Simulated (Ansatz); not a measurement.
BP (zinc blende)

```
CELL_PARAMETERS angstrom
      0.00000     2.26828     2.26828
      2.26828     0.00000     2.26828
      2.26828     2.26828     0.00000
ATOMIC_POSITIONS crystal
  P  0.75000 0.75000 0.75000
  B  0.00000 0.00000 0.00000
```

In this cell atom 2 (B, nearest neighbour P at 1.964 Å; its periodic images, 3.2 Å or more away, move with it) is moved by s along Cartesian [111], unit vector (0.577, 0.577, 0.577); all other atoms and the cell stay fixed.

All values below come from r2SCAN (plane waves to 500 eV, PAW, scalar-relativistic; Ansatz, a first-principles code). k mesh 10×10×10 (Γ-centred), Fermi-Dirac smearing 0.05 eV. Energies are smeared free energies. Left out: 1 of 11 points, with atoms too close for the PAW data. As the smearing reaches across the gap at some points, energies and forces of such displacements shift with the k mesh and the smearing. BP was relaxed with its symmetry unable to fall. ΔE is measured from the undisplaced structure. The last digit holds for this mesh only.

```tsv
s (Å)	ΔE (meV/cell)
-0.472	3542.7
-0.354	withheld
-0.236	704.8
-0.118	156.2
0.000	0.0
0.118	119.5
0.236	404.4
0.354	747.9
0.472	1078.4
0.590	1349.7
```

Question: Fit a polynomial form (powers 2, 3, 4) to the given rows and predict ΔE at s = -0.354.

Answer: Least squares on the 9 given rows: ΔE = (9714)·s² + (-11690)·s³ + (3020)·s⁴, in meV/cell with s in Å; root-mean-square residual 3.69 meV/cell. At -0.354 the fit gives 1783.3 meV/cell; the calculation gives 1771.1 meV/cell, so the interpolation is off by 12.2 (+0.7 %). The quadratic term alone would give 1217.3 meV/cell.

(For displaced atoms, the force is minus the slope of the energy, and its curvature is a force constant, which sets phonon frequencies.)
